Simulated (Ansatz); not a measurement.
**A plane-wave run on NiNF$_{5}$**

Input file of Ansatz 0.2.0:

```yaml
crystal:
  lattice:
    - [4.342959, 3.08509, 0.0]
    - [4.342959, -3.08509, 0.0]
    - [3.112013, 0.0, -6.536213]
  atoms:
    - { symbol: "N", position: [0.0, 0.0, 0.0] }
    - { symbol: "N", position: [0.0, 0.0, 0.5] }
    - { symbol: Ni, position: [0.4993, 0.5007, 0.75] }
    - { symbol: Ni, position: [0.5007, 0.4993, 0.25] }
    - { symbol: F, position: [0.9203, 0.0797, 0.75] }
    - { symbol: F, position: [0.0797, 0.9203, 0.25] }
    - { symbol: F, position: [0.718, 0.313, 0.0334] }
    - { symbol: F, position: [0.687, 0.282, 0.4666] }
    - { symbol: F, position: [0.282, 0.687, 0.9666] }
    - { symbol: F, position: [0.313, 0.718, 0.5334] }
    - { symbol: F, position: [0.2727, 0.2067, 0.8765] }
    - { symbol: F, position: [0.7933, 0.7273, 0.6235] }
    - { symbol: F, position: [0.7273, 0.7933, 0.1235] }
    - { symbol: F, position: [0.2067, 0.2727, 0.3765] }
  symmetry: { tolerance: 0.0003 }
kpoints:
  mp_grid: { grid: [5, 5, 4], shift: [0, 0, 0] }
  band_path:
    path:
      - [-0.40475286, -0.59524714, 0.0]
      - [-0.5, -0.5, 0.0]
      - [0.0, 0.0, 0.0]
      - [-0.5, -0.5, -0.5]
      - [-0.32493337, -0.67506663, -0.5]
    npoints: 13
magnetization:
  spin_polarized: false
scf:
  occupations: { method: fermi_dirac }
  lower_state_search: "off"
  max_iter: 200
hamiltonian:
  pseudopotentials: { kind: paw }
  xc: r2scan
basis:
  ecutwfc: 500
  fft_grid_basis: typed
output:
  forces: true
  stress: true
  eigenvalues: true
  bader: true
  populations: true
  elf: true
  write_potential: true
  volumetric_format: npy
  dos:
    e_range: [-12, 8]
    de: 0.05
    projected: { site_lists: { F: [F], "N": ["N"], Ni: [Ni] } }
checkpoint:
  read: saved_state
```

The run starts from an earlier solution of this cell. 

Parts of the output:

```
Free energy (F): -20532.5443 eV
Harris-Foulkes:  -20532.5443 eV  (|F-HF|=1.20e-8)
Internal energy: -20532.2475 eV  (E = F + TS)
E sigma→0 (E₀):  -20532.3959 eV
Entropy (-TS):   -0.2968 eV (-21.199 meV/atom)
Fermi energy:    1.4184 eV
--- Per-component energies (eV) ---
  E_band       = -1810.7363
  E_kinetic    = 2813.0611
  E_local      = -16936.6471  (includes V_loc(G=0)·N_el)
  E_nonlocal   = 2116.9755
  E_hartree    = 6723.8709
  E_xc         = -1039.2078
  E_vxc        = -1523.0479  (∫ρ·V_xc dr)
  E_paw        = -5563.9488  (= ΣΔE_a)
  E_vpaw       = -1839.5078  (= ΣTr[D̂ρ^β])
  E_aug_tail   = 0.0108  (compensation charges beyond the density's cutoff)
  E_vtau       = 110.6671  (kinetic-family band-sum trace: ∫τ·v_τ [+ j·A + Jᵃ·Aᵃ] dr)
  E_ewald      = -8645.3888
  E_core_change = -0.9732  (= ΣΔE_core)
  E_smearing   = -0.2968  (= −TS)
--- Stress (GPa, compression-positive) ---
      -18.9257       0.0000      -2.7461
        0.0000      -9.2331       0.0000
       -2.7461       0.0000     -13.0180
  P = ⅓ Tr σ = -13.7256 GPa (-137.256 kbar)
--- Löwdin populations: 14 sites ---
  site symbol       q [e]
     0      N      4.4589
     1      N      4.4589
     2     Ni     16.6429
     3     Ni     16.6429
     4      F      7.2354
     5      F      7.2354
     6      F      7.3706
     7      F      7.3706
     8      F      7.3706
     9      F      7.3706
    10      F      7.3910
    11      F      7.3910
    12      F      7.3910
    13      F      7.3910
  spilling = 0.0024 (of n_electrons = 116.0000)
--- Bader charges: 14 sites ---
  site symbol  charge [e]  shift [e]
     0      N      0.7160     0.0005
     1      N      0.7160     0.0005
     2     Ni      1.4843     0.0037
     3     Ni      1.4843     0.0037
     4      F     -0.3242     0.0002
     5      F     -0.3242     0.0002
     6      F     -0.4732     0.0011
     7      F     -0.4732     0.0011
     8      F     -0.4732     0.0011
     9      F     -0.4732     0.0011
    10      F     -0.4649     0.0006
    11      F     -0.4649     0.0006
    12      F     -0.4649     0.0006
    13      F     -0.4649     0.0006
```

Origin: a known structure type with other elements, at an estimated volume, so it need not be a known compound. Caveats: no spin polarisation, so a magnetic state may lie lower.
